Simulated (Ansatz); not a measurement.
ZrSi2 in space group Cmcm (No. 63; Si on 4c, Si on 4c, Zr on 4c) under volume change, the program Ansatz at the PBE level (PAW), shape and atoms relaxed at each volume.

```tsv
V (Å³/atom)	E − E(relaxed) (meV/atom)	P (GPa)
15.292	61.3	14.02
15.796	25.9	8.64
16.300	6.2	4.02
16.804	0.0	0.00
17.308	5.6	-3.49
17.812	21.4	-6.46
18.316	45.9	-9.00
```

Problem. What does a third-order Birch–Murnaghan fit give for V₀, B₀ and B′?

Solution. V₀ = 16.80 Å³/atom, B₀ = 124 GPa, B′ = 3.9.

The cell was relaxed with PBE under the symmetry of its start. No spin polarisation was allowed.

Potentials: the later of the program's two PAW sets.
